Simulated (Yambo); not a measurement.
A BSE run in Yambo for a free-standing WS2 monolayer (symmetry P-6m2, slab cell 16.1 Å high) (LDA bands; 18×18×1 mesh, 4 valence and 4 conduction bands, static screening with 38 bands and a 3 Ry block, scissor 0.97 eV, Tamm-Dancoff, stochastic integration of W near q = 0; field along x) gives:

```csv
state,energy (eV),states within 2 meV,relative strength,class
1,2.44,2,0.50,strong
2,2.71,2,0.43,strong
3,2.75,1,< 0.01,dark
4,2.76,1,< 0.01,dark
5,2.78,2,< 0.01,dark
```

Q: What changes when the screening block is changed to 5 Ry?

A: The lowest state goes from 2.441 eV to 2.439 eV, and its distance below the direct gap from 0.527 eV to 0.528 eV. These are vertical excitations (zero momentum). The scissor comes from a G0W0 run whose convergence isn't established.

Spin-orbit coupling is not included.

Geometry relaxed with LDA; primitive cell a = 3.123 Å, b = 3.123 Å, c = 16.100 Å, α = 90.00°, β = 90.00°, γ = 120.00°.
